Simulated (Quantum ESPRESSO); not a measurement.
# Planted mistakes on one cell of Hf3NbNO7

These are calculations, not measurements. They come from pw.x of Quantum ESPRESSO 7.5, a plane-wave density functional program, with PseudoDojo standard norm-conserving files (v0.5 for PBE, v0.4.1 for LDA and PBEsol). The cells are made up: elements, strain and atom displacements were drawn at random, and nothing was relaxed. There is no spin polarisation, spin-orbit coupling or dispersion term.

The hafnium file is less sure than the others, with forces about 3 percent (worst 6) and pressure in oxides about 1.5 GPa (worst 2.7) from a second method in checks, which no rerun with the same files tests.

The cell has 12 sites of a rutile lattice (two cells along c). Sites 1 to 4 hold Hf Hf Hf Nb; sites 5 to 12 hold N O O O O O O O. Cell vectors in Å: (4.802, -0.056, -0.050); (-0.056, 4.806, 0.007); (-0.067, 0.009, 6.191). Settings: PBE, cutoff 1143 eV, 5 x 5 x 4 k mesh shifted by half a step, Fermi-Dirac smearing of 0.025 eV.

The intended run has a self-consistency threshold of 1e-07 eV, a smearing term of 0.000 eV, a pressure of 17.85 GPa and 17 iterations. Each further run changes one thing: all lengths scaled by 0.9922; atoms of sites 5 and 9 exchanged; cutoff 837 eV; files of LDA; k mesh 2 x 2 x 2; one electron removed; smearing 0.82 eV; threshold 0.5 eV. A coarse mesh keeps the shift, and a charged cell sits in a uniform background.

| run | change of free energy (eV) | smearing term -TS (eV) | change of P (GPa) | largest change of a force component (eV/Å) | iterations |
| --- | --- | --- | --- | --- | --- |
| A | -0.831 | 0.000 | -0.40 | 6.013 | 16 |
| B | 0.005 | 0.000 | 0.01 | 0.123 | 17 |
| C | 0.756 | 0.000 | -6.57 | 0.014 | 17 |
| D | -1.671 | -5.181 | 4.06 | 2.865 | 15 |
| E | 0.443 | 0.000 | 7.09 | 0.485 | 17 |
| F | 0.173 | 0.000 | -2.71 | 0.360 | 6 |
| G | -0.853 | 0.000 | -14.61 | 0.459 | 16 |
| H | -10.865 | -0.014 | -16.65 | 2.726 | 16 |

A rerun of the intended cell at 1467 eV and k mesh 7 x 7 x 6 moved values by no more than 0.005 eV in the cell's energy, 0.04 GPa in stress and 0.002 eV/Å in force.

Question: which change belongs to which run?

## Worked reading

Run F has the fewest iterations, as a run stopped early does. Run D has the largest smearing term, as wide smearing gives. Run E changes the volume by a factor of 0.9768; minus its pressure change over the logarithm of that factor, 302 GPa, is a rough bulk modulus with clamped atoms. Energies from files of another functional, or of a charged cell, have another zero and say nothing on stability; the pressure of a charged cell rests on the program's zero of potential too.

## Key

```
run                            change
  A  atoms of sites 5 and 9 exchanged
  B                  k mesh 2 x 2 x 2
  C                     cutoff 837 eV
  D                  smearing 0.82 eV
  E      all lengths scaled by 0.9922
  F                  threshold 0.5 eV
  G                      files of LDA
  H              one electron removed
```